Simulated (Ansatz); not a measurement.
# Structure optimisation: selenium, bcc

Level of theory: DFT, BLYP, plane waves (420 eV) with PAW, scalar-relativistic in Ansatz. (PAW data from PBE, frozen cores regenerated.)

k-point mesh 13×13×13, Fermi-Dirac smearing 0.1 eV, no spin polarisation. Cell and atoms relax.

Starting structure:

```yaml
crystal:
  lattice:
    - [-1.7600399104, 1.7600399104, 1.7600399104]
    - [1.7600399104, -1.7600399104, 1.7600399104]
    - [1.7600399104, 1.7600399104, -1.7600399104]
  atoms:
    - { symbol: Se, position: [0.0, 0.0, 0.0] }
hamiltonian:
  xc: blyp
  pseudopotentials:
    kind: paw
    azcp:
      Se: "pseudopotentials/Se.paw.azcp"
basis:
  ecutwfc: 420
  fft_grid_basis: typed
kpoints:
  mp_grid: { grid: [13, 13, 13], shift: [0, 0, 0] }
magnetization:
  spin_polarized: false
scf:
  occupations: { method: fermi_dirac, width: 0.1 }
relax:
  max_steps: 60
  f_tol: 0.01
  cell: {}
```

What cell does the relaxation end in?

Im-3m with a = 3.567 Å; 22.69 Å³ per atom against 21.81 at the start (4.0 %).

How much energy does the relaxation gain?

5.9 meV per atom.
